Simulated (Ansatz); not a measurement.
Input and output for Os (sc type): DFT, PBEsol, all-electron PAW with datasets made for the crystal, scalar-relativistic (Ansatz 0.2.0). This run: the series' base cell.

The cell comes from a relaxation on PAW files under the same functional, begun from a prototype that needn't be the stable phase.

Command: `ansatz run input.yaml --threads 1 --pin off --max-ram 2048MiB --backend cpu --events-out ev --progress --plain --runs-dir out` It took 6.7 s on 1 thread of Arm Neoverse V1, on a shared host, peak memory 0.4 GiB.

```yaml
crystal:
  lattice:
    - [2.5313331119, 0.0, 0.0]
    - [0.0, 2.5313331119, 0.0]
    - [0.0, 0.0, 2.5313331119]
  atoms:
    - { symbol: Os, position: [0.0, 0.0, 0.0] }
kpoints:
  mp_grid: { grid: [15, 15, 15] }
scf:
  occupations: { method: fermi_dirac, width: 0.1 }
hamiltonian:
  xc: pbesol
  pseudopotentials: { kind: all_electron, datasets: crystal }
output:
  forces: true
  stress: true
  eigenvalues: true
```

Output:

```
hamiltonian.pseudopotentials.datasets: crystal makes datasets for this crystal and solves the spheres of its atoms anew in each pass: cutoff 360.0 eV, the density's 1440.0 eV; for an error of 0.50 meV an atom under PBE, 0.5 meV for the cell; an energy difference from a run of another recipe may be off by several times the error for the cell, under r2SCAN by more, where some 0.1 meV an atom stays at smaller errors; Os in spheres of 1.265 Å, 8 of its electrons in bands, 22 on its site; only band paths and densities of states list, in semicore columns, the levels of the semicore shells that are solved separately: 4f of Os, 5s of Os, 5p of Os
Engine: ansatz 0.2.0
Pseudopotentials: kind: all_electron
Pseudopotential: Os, paw, valence charge 30, recommended cutoff 360 eV (normal), crystal/all_electron/pbesol/scalar/gaussian/Os, Koelling and Harmon's equation, gaussian nucleus
Functional definition: PBEsol
  exchange = pbesol_x
  correlation = pbesol_c
Crystal: 1 atoms, lattice volume = 16.220 Å³
Basis set: ecut = 360 eV, 251 PW (Γ), exchange–correlation on 32×32×32 points (8 copies of the dense FFT grid, shifted against one another)
Bands: 8, of which v1, the nominal top of the filled ones, is band 4 counted from 1 (3 counted from 0)
Symmetry: 48 space group operations
Space group: Pm-3m (ITA 221), of the structure as read, at distance tolerance 2.5e-5 Å
k-points: 120 of 3375
Non-local potential: Os, projectors of the file, l = 0: 1, l = 1: 1, l = 2: 2
PAW form: soft (Blöchl's): semilocal exchange-correlation on the pseudo side does not see the compensation charge
PAW one-centre angular grid: Os, 590 points (default); XC on its mesh's 1789 points in the sphere
Initial density: superposition of atomic densities (neutral atoms: chi_scale 0, normalization atom)
Initial wavefunctions: pseudopotential atomic-orbital guess
Functional: x = pbesol(κ = 0.804, μ = 0.12345679012345678), c = pbesol(β = 0.046)
iter 1 solved again at ethr=2.18e-2 eV; its pass at ethr=1.00e-1 eV (dr2=1.74e0 eV) is discarded
SCF iter   1: F=—  HF=-469291.381982 eV  |F-HF|=—  |Δ(HF+E_count)|=         —  Δρ=1.05e-1  dr2=1.81e0  ethr=2.18e-2  ⟨swp⟩=2.1  Hψ=5964  notcnv=0
preconditioner: auto → none  [metal: Δε(μ)=0.008 eV  Ē_g=10.555 eV  σ=0.100 eV  W_gap=0.02  n_scr=0 (ndim 8)  ℏωp=26.1 eV  f_vac=0.000  D(μ)=1.22/eV (n_scr^D=18)]
iter 2 solved again at ethr=2.31e-4 eV; its pass at ethr=2.18e-2 eV (dr2=1.85e-2 eV) is discarded
SCF iter   2: F=—  HF=-469290.862219 eV  |F-HF|=—  |Δ(HF+E_count)|=   5.20e-1  Δρ=1.51e-2  dr2=1.82e-2  ethr=2.31e-4  ⟨swp⟩=3.1  Hψ=4231  notcnv=0  defer=3
SCF iter   3: F=—  HF=-469290.841069 eV  |F-HF|=—  |Δ(HF+E_count)|=   2.12e-2  Δρ=6.26e-3  dr2=3.59e-3  ethr=2.27e-4  ⟨swp⟩=2.0  Hψ=1539  notcnv=0  defer=1
SCF iter   4: F=—  HF=-469290.837136 eV  |F-HF|=—  |Δ(HF+E_count)|=   3.93e-3  Δρ=7.41e-4  dr2=7.68e-5  ethr=4.49e-5  ⟨swp⟩=2.0  Hψ=2496  notcnv=0  defer=1
SCF iter   5: F=—  HF=-469290.837488 eV  |F-HF|=—  |Δ(HF+E_count)|=   3.51e-4  Δρ=1.23e-4  dr2=1.30e-6  ethr=9.60e-7  ⟨swp⟩=3.0  Hψ=2654  notcnv=0
SCF iter   6: F=—  HF=-469290.837487 eV  |F-HF|=—  |Δ(HF+E_count)|=   8.63e-7  Δρ=2.68e-5  dr2=2.84e-8  ethr=1.63e-8  ⟨swp⟩=2.0  Hψ=1522  notcnv=0
SCF iter   7: F=-469290.837487 eV  HF=-469290.837487 eV  |F-HF|=1.16e-10  |Δ(HF+E_count)|=   2.90e-8  Δρ=1.75e-6  dr2=3.99e-10  ethr=3.55e-10  ⟨swp⟩=2.9  Hψ=1661  notcnv=0
SCF 1 converged in 7 iterations: F = -469290.837487 eV  dr2 = 3.99e-10
  Residual-converged pass: ⟨swp⟩=3.0  Hψ=1835  notcnv=0  max |occ|·‖R‖ = 3.7e-6 eV (tolerance 3.7e-6 eV)  dr2=4.79e-10  dr2_onsite=2.63e-10  max |Δocc| = 2.9e-8
  greatest PAW one-centre occupation: 0.563 electrons in one spin orbital (limit 2), on the Os atom at site 0 (counted from 0), in its partial waves of l = 2
SCF converged after 7 iterations
Free energy (F): -469290.837487 eV
Harris-Foulkes:  -469290.837487 eV  (|F-HF|=1.16e-10)
Internal energy: -469290.794475 eV  (E = F + TS)
E sigma→0 (E₀):  -469290.815981 eV
Entropy (-TS):   -0.043012 eV (-43.012 meV/atom)
Past the cutoff: the bands carry plane waves up to 1.75 times it, of which those up to 1.5 times it add -0.000231 eV an atom, each by itself; the spheres take 0.000158 eV an atom off the energy for waves past 1.75 times it
By the cutoff:   a pressure is off by up to 0.007 GPa (1.2 times the spheres' own share and the shells' term, over an atom's volume, and 0.004 GPa: a bound that held against runs at twice the plane waves)
Past the cutoffs: a stress includes 0.0035 GPa for waves and charges beyond them, in addition to the slope of what the spheres take
In the spheres:  the bands' charges fall short by 8.3e-7 e at most (sound up to 1e-3), those of shells solved beside the bands by 2.7e-8 e (sound up to 5e-4)
Fermi energy:    27.463693 eV
--- Per-component energies (eV) ---
  E_band       = 190.843122
  E_kinetic    = 192.013633
  E_local      = -5065.746953  (includes V_loc(G=0)·N_el)
  E_nonlocal   = 0.088017
  E_hartree    = 2863.268593
  E_xc         = -141.072744
  E_vxc        = -133.091207  (∫ρ·V_xc dr)
  E_paw        = -480749.083333  (= ΣΔE_a)
  E_vpaw       = -21401.758046  (= ΣTr[D̂ρ^β])
  E_ewald      = -7263.064246
  E_smearing   = -0.043012  (= −TS)
  E_closure    = 20872.802558  (closes the sum)
  Σ components = -469290.837487   (vs F -469290.837487, Δ=0.00e0)
  The terms above E_closure are by the made datasets' own strengths, without shells solved beside the bands.
--- Forces (eV/Å), atoms counted from 1 ---
  atom   1  Os    -0.00000000     0.00000000     0.00000000
  max |Σ_I F_I| component: 2.89e-30 eV/Å
--- Stress (GPa, compression-positive) ---
       -0.027038       0.000000       0.000000
        0.000000      -0.027038       0.000000
        0.000000       0.000000      -0.027038
  P = ⅓ Tr σ = -0.0270 GPa (-0.270 kbar)
  It holds what live shells' own plane waves past their cutoff add
--- Band table (eV; the first three rows and the last of 120) ---
  k-point 0: bands = ["17.7611", "21.2985", "21.2985", "29.8767", "29.8767", "29.8767", "42.7754"]
  k-point 1: bands = ["17.9111", "21.3328", "21.4537", "29.6751", "29.6751", "29.8915", "41.9208"]
  k-point 2: bands = ["18.3253", "21.4313", "21.9248", "29.1463", "29.1463", "29.9336", "40.1789"]
  k-point 119: bands = ["22.0163", "22.0809", "22.0809", "32.2880", "32.2880", "35.6944", "38.2231"]
```

Next run (volume at 0.5 of the series' base cell), as changes to the input before:

```diff
   lattice:
-    - [2.5313331119, 0.0, 0.0]
-    - [0.0, 2.5313331119, 0.0]
-    - [0.0, 0.0, 2.5313331119]
+    - [2.0091204224, 0.0, 0.0]
+    - [0.0, 2.0091204224, 0.0]
+    - [0.0, 0.0, 2.0091204224]
   atoms:
```

Results part of the output:

```
SCF 1 converged in 8 iterations: F = -469277.891962 eV  dr2 = 1.40e-11
  Residual-converged pass: ⟨swp⟩=1.2  Hψ=2299  notcnv=0  max |occ|·‖R‖ = 3.7e-6 eV (tolerance 3.7e-6 eV)  dr2=1.40e-11  dr2_onsite=4.31e-10  max |Δocc| = 3.5e-11
  greatest PAW one-centre occupation: 0.997 electrons in one spin orbital (limit 2), on the Os atom at site 0 (counted from 0), in its partial waves of l = 3
SCF converged after 8 iterations
Free energy (F): -469277.891962 eV
Harris-Foulkes:  -469277.891962 eV  (|F-HF|=1.75e-10)
Internal energy: -469277.873440 eV  (E = F + TS)
E sigma→0 (E₀):  -469277.882701 eV
Entropy (-TS):   -0.018523 eV (-18.523 meV/atom)
Past the cutoff: the bands carry plane waves up to 1.75 times it, of which those up to 1.5 times it add -0.000336 eV an atom, each by itself; the spheres take 0.000157 eV an atom off the energy for waves past 1.75 times it
By the cutoff:   a pressure is off by up to 0.008 GPa (1.2 times the spheres' own share and the shells' term, over an atom's volume, and 0.004 GPa: a bound that held against runs at twice the plane waves)
Past the cutoffs: a stress includes 0.0021 GPa for waves and charges beyond them, in addition to the slope of what the spheres take
In the spheres:  the bands' charges fall short by 6.2e-7 e at most (sound up to 1e-3)
Fermi energy:    59.787238 eV
--- Per-component energies (eV) ---
  E_band       = 583.835555
  E_kinetic    = 853.835743
  E_local      = -4949.005115  (includes V_loc(G=0)·N_el)
  E_nonlocal   = -1552.098892
  E_hartree    = 2541.049226
  E_xc         = -266.262709
  E_vxc        = -347.848171  (∫ρ·V_xc dr)
  E_paw        = -478178.314217  (= ΣΔE_a)
  E_vpaw       = -19926.956194  (= ΣTr[D̂ρ^β])
  E_ewald      = -9150.887530
  E_smearing   = -0.018523  (= −TS)
  E_closure    = 21423.810054  (closes the sum)
  Σ components = -469277.891962   (vs F -469277.891962, Δ=0.00e0)
  The terms above E_closure are by the made datasets' own strengths, without shells solved beside the bands.
--- Forces (eV/Å), atoms counted from 1 ---
  atom   1  Os     0.00000000     0.00000000     0.00000000
  max |Σ_I F_I| component: 3.29e-32 eV/Å
--- Stress (GPa, compression-positive) ---
      950.464390      -0.000000       0.000000
       -0.000000     950.464390       0.000000
        0.000000       0.000000     950.464390
  P = ⅓ Tr σ = 950.4644 GPa (9504.644 kbar)
--- Band table (eV; the first three rows and the last of 120) ---
  k-point 0: bands = ["-30.4416", "11.5279", "11.5279", "11.5279", "11.6351", "11.6351", "11.6351", "11.7950", "13.9953", "13.9953", "13.9953", "44.2136", "44.8231", "44.8231", "66.1903", "66.1903", "66.1903", "80.6345"]
  k-point 1: bands = ["-30.3982", "11.5088", "11.5382", "11.5382", "11.6322", "11.6395", "11.6395", "11.7935", "13.5793", "14.0209", "14.0209", "44.4700", "44.9054", "45.4604", "65.4325", "65.4325", "66.2411", "79.3127"]
  k-point 2: bands = ["-30.2741", "11.4065", "11.5620", "11.5620", "11.6241", "11.6562", "11.6562", "11.7892", "12.5289", "14.0956", "14.0956", "44.9260", "45.1436", "47.4954", "63.6323", "63.6323", "66.3862", "76.6440"]
  k-point 119: bands = ["-27.3296", "8.4898", "8.4938", "8.4938", "11.6553", "11.7988", "11.7988", "11.7998", "11.8596", "11.8624", "11.8624", "45.1815", "45.3092", "45.3092", "62.4590", "73.2773", "73.2773", "84.1106"]
```

Next run (volume at 0.4 of the series' base cell), as changes to the input before:

```diff
   lattice:
-    - [2.0091204224, 0.0, 0.0]
-    - [0.0, 2.0091204224, 0.0]
-    - [0.0, 0.0, 2.0091204224]
+    - [1.8651021836, 0.0, 0.0]
+    - [0.0, 1.8651021836, 0.0]
+    - [0.0, 0.0, 1.8651021836]
   atoms:
```

Results part of the output:

```
3 of the run's printed levels, from 104.15 eV on, may lie off, as they stand: their residual norms reach 2.4 eV (residual_norms_ev in the JSON report holds each one's)
SCF 1 converged in 8 iterations: F = -469263.549466 eV  dr2 = 2.59e-12
  greatest PAW one-centre occupation: 0.993 electrons in one spin orbital (limit 2), on the Os atom at site 0 (counted from 0), in its partial waves of l = 3
SCF converged after 8 iterations
Free energy (F): -469263.549466 eV
Harris-Foulkes:  -469263.549466 eV  (|F-HF|=1.16e-10)
Internal energy: -469263.540178 eV  (E = F + TS)
E sigma→0 (E₀):  -469263.544822 eV
Entropy (-TS):   -0.009288 eV (-9.288 meV/atom)
Past the cutoff: the bands carry plane waves up to 1.75 times it, of which those up to 1.5 times it add -0.000421 eV an atom, each by itself; the spheres take 0.000160 eV an atom off the energy for waves past 1.75 times it
By the cutoff:   a pressure is off by up to 0.009 GPa (1.2 times the spheres' own share and the shells' term, over an atom's volume, and 0.004 GPa: a bound that held against runs at twice the plane waves)
Past the cutoffs: a stress includes 0.0067 GPa for waves and charges beyond them, in addition to the slope of what the spheres take
In the spheres:  the bands' charges fall short by 2.0e-7 e at most (sound up to 1e-3)
Fermi energy:    75.553537 eV
--- Per-component energies (eV) ---
  E_band       = 993.861214
  E_kinetic    = 1052.940054
  E_local      = -4615.221099  (includes V_loc(G=0)·N_el)
  E_nonlocal   = -1001.367891
  E_hartree    = 2382.067142
  E_xc         = -338.430963
  E_vxc        = -440.813683  (∫ρ·V_xc dr)
  E_paw        = -477672.687842  (= ΣΔE_a)
  E_vpaw       = -19552.465757  (= ΣTr[D̂ρ^β])
  E_ewald      = -9857.494770
  E_smearing   = -0.009288  (= −TS)
  E_closure    = 20786.655189  (closes the sum)
  Σ components = -469263.549466   (vs F -469263.549466, Δ=0.00e0)
  The terms above E_closure are by the made datasets' own strengths, without shells solved beside the bands.
--- Forces (eV/Å), atoms counted from 1 ---
  atom   1  Os    -0.00000000    -0.00000000    -0.00000000
  max |Σ_I F_I| component: 4.77e-31 eV/Å
--- Stress (GPa, compression-positive) ---
     2043.995538       0.000000       0.000000
        0.000000    2043.995538       0.000000
        0.000000       0.000000    2043.995538
  P = ⅓ Tr σ = 2043.9955 GPa (20439.955 kbar)
--- Band table (eV; the first three rows and the last of 120) ---
  k-point 0: bands = ["-18.6427", "25.4676", "25.4676", "25.4676", "25.7826", "25.7826", "25.7826", "26.1116", "29.1138", "29.1138", "29.1138", "55.8156", "55.8156", "58.2101", "83.6733", "83.6733", "83.6733", "98.6245"]
  k-point 1: bands = ["-18.5626", "25.3990", "25.4920", "25.4920", "25.7757", "25.7911", "25.7911", "26.1084", "28.3842", "29.1526", "29.1526", "55.9227", "56.5628", "58.7916", "82.5491", "82.5491", "83.7475", "97.0109"]
  k-point 2: bands = ["-18.3317", "24.9883", "25.5522", "25.5522", "25.7565", "25.8217", "25.8217", "26.0993", "26.7748", "29.2678", "29.2678", "56.2327", "57.7178", "61.2051", "79.9946", "79.9946", "83.9604", "93.8116"]
  k-point 119: bands = ["-12.4765", "20.2276", "20.2276", "20.2341", "25.7959", "26.1121", "26.1121", "26.1149", "26.1795", "26.1864", "26.1864", "55.7878", "55.9341", "55.9341", "74.6085", "93.6630", "93.6630", "107.6284"]
```

Spin–orbit coupling is left out, which matters for the heavy atoms. The structure type is held throughout; the real material can change phase at far lower pressure.
